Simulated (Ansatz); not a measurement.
Pd (fcc, Cu type), conventional cell a = b = c = 3.9114 Å, α = β = γ = 90.00°. The calculation uses the primitive cell of 1 atom, to which meshes and values per cell refer.

E(V) scan at fixed shape, V₀ the volume above. Symmetry pins the atoms to their sites.

The numbers are results of r2SCAN (plane waves to 500 eV, PAW, scalar-relativistic; Ansatz, a program for electronic structure), not measurements. k mesh 20×20×20 (Γ-centred), Fermi-Dirac smearing 0.05 eV. The energy includes the smearing's −TS. Stress and pressure are positive under compression. Pd is run without spin polarisation. Pd was relaxed with its symmetry unable to fall. The PAW data are Ansatz's earlier set. ΔE is measured from the relaxed starting cell.

```csv
V (Å³/cell),ΔE (kJ/mol of atoms),P (GPa)
13.46,10.4,25.9
13.84,5.5,17.7
14.21,2.3,10.8
14.59,0.5,5.0
14.96,0.0,0.0
15.33,0.5,?
15.71,1.9,-7.8
16.08,4.0,-10.8
16.46,6.7,?
```

Problem. Some entries are withheld; supply them.

Solution. 
- 15.33, P (GPa): -4.2
- 16.46, P (GPa): -13.3

(Under strain, the slope of the energy per volume gives the stress and its curvature an elastic modulus.)
